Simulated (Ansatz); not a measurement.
CaO (zinc blende, F-43m), r²SCAN in the plane-wave PAW code Ansatz. The conduction-band minimum lies at Γ, with 1 equivalent valley. Second derivatives d²E/dk² of the lowest band at one valley (eV·Å²), along Cartesian directions:

| direction | d²E/dk² |
|---|---|
| [100] | 17.65 |
| [010] | 17.65 |
| [001] | 17.65 |
| [110] | 17.64 |
| [101] | 17.64 |
| [011] | 17.64 |

Question: Find the principal effective masses, the density-of-states mass and the conductivity mass.

Answer: Off-diagonal terms follow from H_xy = H[110] − (H_xx + H_yy)/2, and m*/mₑ = 7.620 eV·Å² over each eigenvalue: 0.43, 0.43, 0.43. One valley's DOS mass (m₁m₂m₃)^(1/3) = 0.43, conductivity mass 3/(Σ 1/mᵢ) = 0.43 mₑ.

Question: What effective density of states Nc follows at 300 K for parabolic valleys?

Answer: Nc = 2.509e19 × 1 × (0.43)^(3/2) ≈ 7.1e18 cm⁻³.

The start of the workflow was typed in or built on a structure type; neither database checked (COD, Materials Project) lists it. It is not the phase usual at ambient conditions (space group No. 225). The cell was relaxed with r²SCAN under the symmetry of its start; whether a distortion lowers the energy is not shown.

Potentials: the earlier of the program's two PAW sets.

Edges and masses are those of Kohn–Sham bands, whose gap is no quasiparticle gap.
